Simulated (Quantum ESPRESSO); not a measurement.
Ag5Hf2Ta, a curve over strain

A calculation, not a measurement. The program is pw.x of Quantum ESPRESSO 7.5 (plane-wave density functional theory). The cell is made up: eight metal atoms on a hexagonal close-packed lattice, with elements, volume, strain and displacements drawn at random and not relaxed, so it may be unstable or far from any real phase. PseudoDojo standard norm-conserving files set the functional (PBE unless stated); there is no spin polarisation or spin-orbit coupling, the Fermi-Dirac width of 0.25 eV means electrons at about 2900 K, and the masses in the input are unused placeholders. Heavy elements are run without spin-orbit coupling, which real alloys of them have. A spin test at this wide smearing found no moment, but such smearing suppresses magnetism that the real alloy may have.

Seven runs add a strain to one cell (uniform); the atoms follow the cell and are not relaxed. Stress in the table is positive in tension.

Input of the run at -0.0034:

```
&control calculation='scf', pseudo_dir='./dojo.nc.sr.pbe.v0_5.standard.upf', outdir='./o', disk_io='minimal', tprnfor=.true., tstress=.true. /
&system ibrav=0, nat=8, ntyp=3, nbnd=78, ecutwfc=82.02448710, nosym=.true., tot_charge=0,
 occupations='smearing', smearing='fd', degauss=0.0183746611
/
&electrons conv_thr=1.470e-08, electron_maxstep=70, mixing_beta=0.5 /
ATOMIC_SPECIES
Ag 1.0 Ag.upf
Hf 1.0 Hf.upf
Ta 1.0 Ta.upf
CELL_PARAMETERS angstrom
2.9228 0.0 0.0
0.0 5.0625 0.0
0.0 0.0 9.6933
ATOMIC_POSITIONS angstrom
Ag -0.0478 0.0428 0.0078
Ag -0.0021 -0.0762 4.7779
Hf 0.0649 1.6617 2.4564
Ag 0.0576 1.7264 7.2343
Ag 1.4758 2.5156 -0.0047
Hf 1.4508 2.5917 4.8561
Ta 1.3876 4.1678 2.463
Ag 1.448 4.193 7.2689
K_POINTS automatic
8 5 3 1 1 1
```

| added strain | free energy less that of the input shown (eV) | stress xx (GPa) | stress yy (GPa) | stress zz (GPa) | stress xy (GPa) | pressure (GPa) | iterations |
| --- | --- | --- | --- | --- | --- | --- | --- |
| -0.0219 | 0.6592 | -17.33 | -18.81 | -18.25 | -0.20 | 18.13 | 16 |
| -0.0113 | 0.2302 | -12.05 | -13.19 | -12.66 | -0.18 | 12.63 | 15 |
| -0.0034 | 0.0000 | -8.59 | -9.52 | -9.01 | -0.16 | 9.04 | 15 |
| +0.0104 | -0.2399 | -3.38 | -4.01 | -3.55 | -0.14 | 3.65 | 15 |
| +0.0145 | -0.2746 | -2.02 | -2.58 | -2.13 | -0.13 | 2.24 | 15 |
| +0.0226 | -0.2983 | 0.45 | 0.02 | 0.44 | -0.12 | -0.30 | 15 |

Question: one run is left out of the table, at +0.0039. Estimate its stress xx (GPa).

Answer: -5.71. The whole row:

```
added strain  free energy less that of the input shown (eV)  stress xx (GPa)  stress yy (GPa)  stress zz (GPa)  stress xy (GPa)  pressure (GPa)  iterations
     +0.0039                                        -0.1513            -5.71            -6.47            -5.99            -0.15            6.06          15
```

A cubic fit gives a slope of stress xx against the added strain of 396 GPa at zero added strain, with the atoms clamped. Across the table the energy follows the integral of volume times stress to 13.5 meV. A rerun of one of the cells at a higher cutoff and on a denser mesh moved values by no more than 0.003 eV in energy, 0.27 GPa in stress and 0.009 eV/Å in force, and a second program with other atomic files agreed on that cell to 2 % rms in force and 0.5 GPa in pressure.